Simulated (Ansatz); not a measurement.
# Mg2Al3VS8: Field gradients at the nuclei

The cell is a computed structure from the Materials Project (it need not be an observed phase).

```cif
data_structure
_symmetry_space_group_name_H-M 'P 1'
_symmetry_Int_Tables_number 1
_cell_length_a 7.2386
_cell_length_b 7.2393
_cell_length_c 7.2478
_cell_angle_alpha 60.103
_cell_angle_beta 60.369
_cell_angle_gamma 60.044
_cell_volume 269.60
loop_
_atom_site_label
_atom_site_type_symbol
_atom_site_fract_x
_atom_site_fract_y
_atom_site_fract_z
_atom_site_occupancy
Mg1 Mg 0.12512 0.62519 0.12460 1
Mg2 Mg 0.87488 0.37481 0.87540 1
Al3 Al 0.50000 0.50000 0.50000 1
Al4 Al 0.00000 0.00000 0.50000 1
Al5 Al 0.50000 0.00000 0.50000 1
V6 V 0.50000 0.00000 0.00000 1
S7 S 0.26116 0.21422 0.26329 1
S8 S 0.28554 0.23859 0.73708 1
S9 S 0.73780 0.23816 0.28645 1
S10 S 0.73918 0.23859 0.73543 1
S11 S 0.26220 0.76184 0.71355 1
S12 S 0.26082 0.76141 0.26457 1
S13 S 0.73884 0.78578 0.73671 1
S14 S 0.71446 0.76141 0.26293 1
```

Sites (sets of like atoms) are named by element and the number of their first atom in this list.

Level of theory: DFT, r2SCAN, plane waves and PAW, scalar-relativistic, collinear spin, 500 eV cutoff, Γ-centred 6×6×6 k-points, Fermi–Dirac smearing 0.05 eV (Ansatz 0.2.0). Start moments as typed (μB): 2 on each V, none on the rest.

C_Q = eQV_zz/h, which is 24.18 MHz for Q = 1 b and V_zz = 10²¹ V/m²; η = (V_xx − V_yy)/V_zz.

²⁵Mg: I = 5/2, Q = 199.4 mb; Al-27: I = 5/2, Q = 146.6 mb; V-51: I = 7/2, Q = -52.00 mb; ³³S: I = 3/2, Q = -69.40 mb. Nuclear quadrupole moments: year-2017 set (Pyykkö).

| site | atoms (order as listed) | first shell | V_zz (10²¹ V/m²) | η | C_Q (MHz) |
| --- | --- | --- | --- | --- | --- |
| Mg | 1, 2 | 4 S at 2.43–2.44 Å | 0.038 | 0.38 | 0.184 |
| Al3 | 3 | 6 S at 2.43–2.45 Å | -0.36 | 0.75 | -1.26 |
| Al4 | 4 | 6 S at 2.44–2.45 Å | -0.34 | 0.53 | -1.22 |
| Al5 | 5 | 6 S at 2.44–2.45 Å | -0.26 | 0.98 | -0.931 |
| V | 6 | 6 S at 2.45–2.46 Å | 7.61 | 0.59 | -9.57 |
| S7 | 7, 13 | 1 Mg at 2.43 Å, 2 Al at 2.44–2.45 Å, 1 V at 2.46 Å | 1.63 | 0.79 | -2.74 |
| S8 | 8, 14 | 1 Mg at 2.43 Å, 2 Al at 2.45 Å, 1 V at 2.45 Å | 1.61 | 0.75 | -2.71 |
| S9 | 9, 11 | 3 Al at 2.44–2.45 Å, 1 Mg at 2.44 Å | -1.65 | 0.38 | 2.77 |
| S10 | 10, 12 | 1 Mg at 2.43 Å, 2 Al at 2.43–2.44 Å, 1 V at 2.46 Å | 1.20 | 0.98 | -2.01 |

At S9 V_zz points along its one bond to Mg (within 3°).

The program didn't check the stability of this electronic state in full, so a lower one may lie near. With these PAW files V_zz is typically within 2 to 3 % of all-electron values, but misses above 10 % occur on Al. With a gap of 0.7 eV on this mesh, small gradients can still move by 0.1 × 10²¹ V/m² or more as the k-mesh gets denser. All moments are parallel here, as the start or the cell imposes; many such compounds order antiparallel, where fields and spin densities carried over to other atoms largely cancel. The magnetic order is the one that the run reached from its start moments, not necessarily the measured one. Where η is near 1 the sign of V_zz means little.
